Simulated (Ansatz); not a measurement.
InPt₃C (anti-perovskite, Pm-3m) at seven volumes, PBE in the plane-wave PAW code Ansatz, scaled uniformly. One row is withheld.

```tsv
V (Å³/atom)	P (GPa)
13.977	23.27
14.437	14.06
14.898	6.39
15.359	0.00
15.820	?
16.281	-9.72
16.741	-13.35
```

### Question
Fit the shown pressures and predict the withheld one.

### Answer
Third-order Birch–Murnaghan: P = (3/2)B₀(x^(7/2) − x^(5/2))[1 + (3/4)(B′ − 4)(x − 1)] with x = (V₀/V)^(2/3). Least squares on the six rows gives V₀ = 15.359 Å³/atom, B₀ = 193.5 GPa, B′ = 5.15. At V = 15.820, x = 0.9805 and P = -5.30 GPa. The run itself gave -5.31 GPa.

The start of the workflow was typed in or built on a structure type; neither database checked (COD, Materials Project) lists it. Whether it is the stable phase at ambient conditions was not checked. The PBE relaxation kept the symmetry of its start; its stability against distortions is not shown here. The run is not spin-polarised. Its formation energy is positive at this level, so the cell may be metastable or incomplete. Spin–orbit coupling is left out wherever it is not named.

Potentials: the later of the program's two PAW sets.
